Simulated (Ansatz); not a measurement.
According to DFT-r²SCAN in the program Ansatz with PAW potentials, Te in the simple cubic structure (Pm-3m) relaxes to a = 3.189 Å. Te has 6 nearest neighbours from 3.19 Å (octahedral).

Electronic character: metallic (no gap). Gap from r²SCAN with spin–orbit coupling: none (metallic).

An equation-of-state fit gives a bulk modulus of 54.4 GPa. The relaxed-ion elastic constants in GPa are C11 = 94.3, C12 = 33.9, C44 = 2.8.

The start of the workflow was typed in or built on a structure type; neither database checked (COD, Materials Project) lists it. It is not the phase usual at ambient conditions (space group No. 152). The cell was relaxed with r²SCAN under the symmetry of its start; its stability against distortions is not shown here. As this level gives no gap, shear constants depend on the k-mesh and smearing (Fermi–Dirac, 0.1 eV here). Scalar-relativistic: spin–orbit coupling is off unless named, which matters more the heavier the elements.

Potentials: the earlier of the program's two PAW sets.
